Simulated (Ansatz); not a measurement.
BaCuTeF:
```yaml
crystal:
  lattice:
    - [4.35926, 0.00000, 0.00000]
    - [0.00000, 4.35926, 0.00000]
    - [0.00000, 0.00000, 9.27470]
  atoms:
    - { symbol: Ba, position: [0.00000, 0.50000, 0.65850] }
    - { symbol: Ba, position: [0.50000, 0.00000, 0.34150] }
    - { symbol: Cu, position: [0.00000, 0.00000, 0.00000] }
    - { symbol: Cu, position: [0.50000, 0.50000, 0.00000] }
    - { symbol: Te, position: [0.50000, 0.00000, 0.83912] }
    - { symbol: Te, position: [0.00000, 0.50000, 0.16088] }
    - { symbol: F, position: [0.50000, 0.50000, 0.50000] }
    - { symbol: F, position: [0.00000, 0.00000, 0.50000] }
```

This is the PBEsol-relaxed structure. x, y and z are the axes in which the lattice vectors are written.

Task: All from plane-wave PAW PBEsol (Ansatz code), unless another level is named. Give the HSE06 gap on the PBEsol cell.

Result: 1.86 eV.

Task: And the electron effective mass with spin–orbit coupling?

Result: 0.24, 0.24, 1.4 mₑ (principal values).

Task: And the hole effective mass, band 2 of 2 at the edge?

Result: 0.18 along x, 8.7 along z (mₑ).

Task: Next, the gap with spin–orbit coupling?

Result: 0.67 eV.

Task: What about the band gap?

Result: 0.85 eV (direct).

Space group P4/nmm. The workflow started from a Materials Project entry (that database holds measured and hypothetical structures alike); the Crystallography Open Database copy checked does not list it. Whether it is the stable phase at ambient conditions was not checked. The cell was relaxed with PBEsol under the symmetry of its start; phonons show weakly imaginary modes. The run is not spin-polarised. No Hubbard U is applied. Spin–orbit coupling is left out wherever it is not named.

Potentials: the earlier of the program's two PAW sets. The files were generated under PBE; for other functionals the program regenerates the frozen cores, and for LDA and PBEsol the local potential too.
